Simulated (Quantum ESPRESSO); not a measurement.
**Band energies of Cs3YF6**

```
CELL_PARAMETERS angstrom
      0.00000     4.95559     4.95559
      4.95559     0.00000     4.95559
      4.95559     4.95559     0.00000
ATOMIC_POSITIONS crystal
  F  0.78176 0.21824 0.21824
  F  0.21824 0.78176 0.78176
  F  0.21824 0.78176 0.21824
  F  0.78176 0.21824 0.78176
  F  0.21824 0.21824 0.78176
  F  0.78176 0.78176 0.21824
  Y  0.00000 0.00000 0.00000
  Cs 0.75000 0.75000 0.75000
  Cs 0.25000 0.25000 0.25000
  Cs 0.50000 0.50000 0.50000
```

LDA (Quantum ESPRESSO, PseudoDojo norm-conserving, 84 Ry, scalar-relativistic); path ΓXWKΓLUWLK,UX; energies in eV from the valence-band maximum.

| k (1/Å) | point | band 36 | band 37 | band 38 | band 39 | band 40 | band 41 | band 42 | band 43 |
|---|---|---|---|---|---|---|---|---|---|
| 0.00 | Γ | -0.26 | -0.26 | -0.06 | -0.06 | -0.06 | 5.62 | 7.20 | 7.20 |
| 0.21 |  | -0.30 | -0.30 | -0.27 | -0.05 | -0.05 | 5.96 | 7.35 | 7.47 |
| 0.63 | X | -0.42 | -0.27 | -0.02 | -0.02 | 0.00 | 7.21 | 7.54 | 7.61 |
| 0.63 | W | -0.42 | -0.33 | -0.33 | 0.00 | 0.00 | 7.45 | 7.45 | 7.96 |
| 0.86 | K | -0.38 | -0.32 | -0.21 | -0.19 | 0.00 | 7.42 | 7.44 | 7.80 |
| 1.31 |  | -0.29 | -0.28 | -0.26 | -0.23 | -0.04 | 6.00 | 7.40 | 7.48 |
| 1.53 | Γ | -0.26 | -0.26 | -0.06 | -0.06 | -0.06 | 5.62 | 7.20 | 7.20 |
| 1.90 |  | -0.44 | -0.38 | -0.30 | -0.26 | -0.26 | 6.53 | 7.79 | 7.79 |
| 2.08 | L | -0.57 | -0.56 | -0.32 | -0.28 | -0.28 | 7.28 | 7.39 | 8.17 |
| 2.27 |  | -0.44 | -0.35 | -0.34 | -0.27 | -0.19 | 7.35 | 7.41 | 7.96 |
| 2.47 | U | -0.38 | -0.32 | -0.21 | -0.19 | 0.00 | 7.42 | 7.44 | 7.80 |
| 2.47 | W | -0.42 | -0.33 | -0.33 | 0.00 | 0.00 | 7.45 | 7.45 | 7.96 |
| 2.62 |  | -0.39 | -0.33 | -0.32 | -0.10 | -0.09 | 7.41 | 7.43 | 7.92 |
| 2.92 | L | -0.57 | -0.56 | -0.32 | -0.28 | -0.28 | 7.28 | 7.39 | 8.17 |
| 3.17 |  | -0.38 | -0.35 | -0.33 | -0.25 | -0.09 | 7.36 | 7.45 | 7.90 |
| 3.30 | K | -0.38 | -0.32 | -0.21 | -0.19 | 0.00 | 7.42 | 7.44 | 7.80 |
| 3.30 | U | -0.38 | -0.32 | -0.21 | -0.19 | 0.00 | 7.42 | 7.44 | 7.80 |
| 3.53 | X | -0.42 | -0.27 | -0.02 | -0.02 | 0.00 | 7.21 | 7.54 | 7.61 |

The LDA gap is indirect, 5.62 eV, from X to Γ; the smallest direct gap is 5.68 eV.

Geometry of the Materials Project entry, not relaxed at this level.

The structure is a Materials Project entry; no match was found in the copy of COD used, and its stability was not checked.
